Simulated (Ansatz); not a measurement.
Here is an unrelaxed guess for In₂Sb₃.

```yaml
crystal:
  lattice:
    - [5.40437, 0.00000, 0.00000]
    - [0.00000, 5.40437, 0.00000]
    - [0.00000, 0.00000, 5.40437]
  atoms:
    - { symbol: In, position: [0.00000, 0.00000, 0.00000] }
    - { symbol: In, position: [0.50000, 0.50000, 0.50000] }
    - { symbol: Sb, position: [0.50000, 0.00000, 0.00000] }
    - { symbol: Sb, position: [0.00000, 0.50000, 0.00000] }
    - { symbol: Sb, position: [0.00000, 0.00000, 0.50000] }
```

These are results of DFT PBE, scalar-relativistic, plane waves, PAW (Ansatz), not measurements. Cutoff 420 eV; k points 4×4×4 on the computed 5-atom cell (Γ-centred); Gaussian smearing, width 0.10 eV; no spin polarisation.

The zero of energy is the elements' standard structures at the same level; no fitted shifts are applied.

Question: What does a single point on this coarse mesh give?

Answer: The pressure is 6.1 GPa (it wants to expand), the largest force is 0.00 eV/Å (symmetry fixes the atoms), and the energy is +0.68 eV/atom against the elements. The shortest distance is 2.70 Å.

Question: Is it a good guess?

Answer: A fair one: relaxing gains under 0.1 eV/atom (the start's value is from the coarse mesh, so the gain is rough) in 6 ionic steps and ends at +0.63 eV/atom on the finer mesh. The symmetry stays Pm-3m (No. 221). The volume per atom grows by 16.0 %, from 31.6 to 36.6 Å³. The shortest distance goes from 2.70 Å (In–Sb) to 2.84 Å (In–Sb). Conventional cell: a = 5.679 Å. In on its first site has 6 Sb at 2.84 Å; In on its second site is surrounded by 12 Sb at 4.02 Å (long contacts); Sb has 2 In at 2.84 Å, 4 In at 4.02 Å and 8 Sb at 4.02 Å.

The last run used an 8×8×8 mesh for its 5-atom cell and Gaussian smearing of 0.10 eV. These runs have no spin–orbit coupling, which can matter for Sb. The relaxation can't lower the symmetry of the start, and the grade says only how near the guess is to its own end. Symmetry constrained the relaxation, so the result can be a saddle point.
